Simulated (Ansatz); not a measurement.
Input, command and steps of an Ansatz relaxation.

```yaml
crystal:
  lattice:
    - [5.8334111346, 0.0, -0.0030416883]
    - [0.0, 3.5451568948, 0.0]
    - [-0.0033709741, 0.0, 6.153527124]
  atoms:
    - { symbol: Zr, position: [0.0, 0.5, 0.5] }
    - { symbol: Ti, position: [0.0, 0.0, 0.0] }
    - { symbol: Se, position: [0.2713354197, 0.0, 0.3206530928] }
    - { symbol: Se, position: [0.7286645803, 0.0, 0.6793469072] }
    - { symbol: Se, position: [0.2619303207, 0.5, 0.8456194769] }
    - { symbol: Se, position: [0.7380696793, 0.5, 0.1543805231] }
basis:
  ecutwfc: 420
kpoints:
  mp_grid: { grid: [6, 10, 6] }
hamiltonian:
  xc: pbesol
scf:
  occupations: { method: gaussian, width: 0.1 }
output:
  forces: true
  stress: true
  eigenvalues: true
relax:
  adjacent_minimum: "off"
  f_tol: 0.01
  max_steps: 30
  cell: { stress_tol: 0.1, fix: [volume] }
```

```bash
ansatz run input.yaml --threads 1 --pin off --max-ram 2560MiB --backend cpu --events-out ev --progress --plain --runs-dir out
```

Computed with DFT PBEsol, scalar-relativistic, plane waves, PAW in Ansatz.

The volume is held at 0.94 times that of the relaxed cell.

Of 4 frames 3 are shown, positions in Å and forces in eV/Å; the SCF threshold varies from step to step. Steps run on the plane waves of an earlier cell, with a Pulay correction in the pressure. The basis is chosen afresh for the last frame, the zero of the energies, and at times for earlier ones too; energy and pressure step there, also at an unchanged geometry. The mark taken_back stands on steps that the optimiser undid.

```xyz
6
Lattice="5.8334 0.0000 -0.0030 0.0000 3.5452 0.0000 -0.0034 0.0000 6.1535" Properties=species:S:1:pos:R:3:forces:R:3 pbc="T T T" step=1 free_energy_over_end_meV_per_atom=3.38 pressure_GPa=4.08
Zr   -0.0017    1.7726    3.0768    0.0000    0.0000    0.0000
Ti    0.0000    0.0000    0.0000    0.0000    0.0000    0.0000
Se    1.5817    0.0000    1.9723    0.3525    0.0000   -0.0276
Se    4.2483    0.0000    4.1782   -0.3525    0.0000    0.0276
Se    1.5251    1.7726    5.2027    0.3341    0.0000    0.0342
Se    4.3049    1.7726    0.9477   -0.3341    0.0000   -0.0342
6
Lattice="5.7750 0.0000 -0.0055 0.0000 3.5628 0.0000 -0.0059 0.0000 6.1850" Properties=species:S:1:pos:R:3:forces:R:3 pbc="T T T" step=2 free_energy_over_end_meV_per_atom=6.50 pressure_GPa=0.51 taken_back
Zr   -0.0029    1.7814    3.0925    0.0000    0.0000    0.0000
Ti    0.0000    0.0000    0.0000    0.0000    0.0000    0.0000
Se    1.6393    0.0000    1.9669   -0.4889    0.0000    0.1902
Se    4.1298    0.0000    4.2126    0.4889    0.0000   -0.1902
Se    1.5696    1.7814    5.2456   -0.3898    0.0000   -0.1887
Se    4.1994    1.7814    0.9339    0.3898    0.0000    0.1887
6
Lattice="5.7986 0.0000 -0.0056 0.0000 3.5544 0.0000 -0.0060 0.0000 6.1744" Properties=species:S:1:pos:R:3:forces:R:3 pbc="T T T" step=4 free_energy_over_end_meV_per_atom=0.00 pressure_GPa=2.40
Zr   -0.0030    1.7772    3.0872    0.0000    0.0000    0.0000
Ti    0.0000    0.0000    0.0000    0.0000    0.0000    0.0000
Se    1.6039    0.0000    1.9786   -0.0090    0.0000    0.0044
Se    4.1886    0.0000    4.1902    0.0090    0.0000   -0.0044
Se    1.5436    1.7772    5.2211   -0.0030    0.0000    0.0037
Se    4.2490    1.7772    0.9477    0.0030    0.0000   -0.0037
```

The run took 3.1 min on 1 thread of Arm Neoverse V2, with other jobs on the host, peak memory 0.81 GiB.

The cell holds layers, and where no dispersion correction was added their binding is poorly described.